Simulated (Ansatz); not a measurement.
Given:

BaZrS$_{3}$:
```xyz
20
Lattice="7.0255 0.0000 0.0000 0.0000 9.8353 0.0000 0.0000 0.0000 6.8537" Properties=species:S:1:pos:R:3 pbc="T T T"
Ba     3.1135     2.4588     6.7649
Ba     6.6262     2.4588     3.5157
Ba     3.9120     7.3765     0.0888
Ba     0.3993     7.3765     3.3380
Zr     0.0000     0.0000     0.0000
Zr     3.5128     4.9176     3.4268
Zr     0.0000     4.9176     0.0000
Zr     3.5128     0.0000     3.4268
S      0.0371     2.4588     0.4562
S      3.5498     2.4588     2.9707
S      6.9884     7.3765     6.3975
S      3.4757     7.3765     3.8830
S      2.0635     5.2606     1.4081
S      5.5762     9.4924     2.0187
S      4.9620     0.3429     5.4456
S      1.4493     4.5747     4.8350
S      4.9620     4.5747     5.4456
S      1.4493     0.3429     4.8350
S      2.0635     9.4924     1.4081
S      5.5762     5.2606     2.0187
```

This is the LDA-relaxed structure. Cartesian axes are those of the cell as given.

**Question.** All from LDA (plane waves, PAW; program Ansatz), unless another level is named. Give the band gap.

**Answer.** 0.85 eV (direct).

**Question.** Predict the electron effective mass.

**Answer.** 0.19, 0.32, 0.32 mₑ (principal values).

**Question.** And the hole effective mass, band 2 of 2 at the edge?

**Answer.** 0.55 along x, 0.21 along y, 0.39 along z (mₑ).

**Question.** Give the valence-band maximum.

**Answer.** at Γ.

**Question.** And the weight of the conduction-edge state by species (Voronoi cells)?

**Answer.** Zr 64 %, S 32 %, Ba 5 %.

Space group Pnma. Symmetry was held in the LDA relaxation; of distortions, only those at the zone centre were tested. The run is not spin-polarised. Spin–orbit coupling is left out wherever it is not named.

Potentials: the later of the program's two PAW sets.
